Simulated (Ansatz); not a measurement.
Co₃O₄ in space group Fd-3m (No. 227; Co on 16d, Co on 8a, O on 32e), plane-wave PAW PBEsol (Ansatz code). The conduction-band minimum lies at X, with 3 equivalent valleys. Second derivatives d²E/dk² of the lowest band at one valley (eV·Å²), along Cartesian directions:

| direction | d²E/dk² |
|---|---|
| [100] | 48.69 |
| [010] | 5.403 |
| [001] | 5.403 |
| [110] | 27.06 |
| [101] | 27.06 |
| [011] | 5.404 |

Problem. Find the principal effective masses, the density-of-states mass and the conductivity mass.

Solution. Off-diagonal terms follow from H_xy = H[110] − (H_xx + H_yy)/2, and m*/mₑ = 7.620 eV·Å² over each eigenvalue: 0.16, 1.4, 1.4. One valley's DOS mass (m₁m₂m₃)^(1/3) = 0.68, conductivity mass 3/(Σ 1/mᵢ) = 0.38 mₑ.

Problem. What effective density of states Nc follows at 300 K for parabolic valleys?

Solution. Nc = 2.509e19 × 3 × (0.68)^(3/2) ≈ 4.2e19 cm⁻³.

The workflow started from a Materials Project entry (that database holds measured and hypothetical structures alike); the Crystallography Open Database files this formula in space group No. 227, but the cells were not matched. Its standing as an ambient phase is unchecked. The PBEsol relaxation kept the symmetry of its start, as lowered by the spin order; its stability against distortions is not shown here. The final state is antiferromagnetic, chosen from 2 collinear starts compared on coarse meshes (ties went to the first, and starts can fall back to one state), not a proven ground state. No Hubbard U is applied. Point labels and valley counts follow the cell and symmetry of the run, lower than the named group.

Potentials: the later of the program's two PAW sets.

Edges and masses are those of Kohn–Sham bands, whose gap is no quasiparticle gap.
